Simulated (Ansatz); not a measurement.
SiO$_{2}$ (rutile)

```
SiO2
1.0
    4.23616     0.00000     0.00000
    0.00000     4.23616     0.00000
    0.00000     0.00000     2.69045
Si O
2 4
Cartesian
  2.11808   2.11808   1.34523
  0.00000   0.00000   0.00000
  3.41852   3.41852   1.34523
  1.30044   2.93572   0.00000
  2.93572   1.30044   0.00000
  0.81764   0.81764   1.34523
```

In each cell atom 3 (O, nearest neighbour Si at 1.774 Å; its periodic images, 2.7 Å or more away, move with it) moves by s·(0.000, 0.000, 1.000) (along Cartesian z), the rest being held.

These are PBE (plane waves to 420 eV, PAW, scalar-relativistic; Ansatz, an electronic-structure program) values and carry that method's errors. k mesh 6×6×10 (Γ-centred), Fermi-Dirac smearing 0.05 eV. Energies are smeared free energies. SiO2 was relaxed with its symmetry unable to fall. The zero of ΔE is the undisplaced structure.

```tsv
s (Å)	ΔE (meV/cell)
-0.180	withheld
-0.144	193
-0.108	108
-0.072	48
-0.036	12
0.000	0
0.036	12
0.072	48
0.108	108
0.144	193
0.180	withheld
```

Q: Fit an even polynomial form (powers 2, 4) to the given rows and predict ΔE at s = -0.180.

A: Least squares on the 9 given rows: ΔE = (9217)·s² + (4334)·s⁴, in meV/cell with s in Å; root-mean-square residual 0.1 meV/cell. At -0.180 the fit gives 303 meV/cell; the calculation gives 301 meV/cell, so the extrapolation is off by 2 (+0.7 %). The quadratic term alone would give 299 meV/cell.

(For displaced atoms, the force is minus the slope of the energy, and its curvature is a force constant, which sets phonon frequencies.)
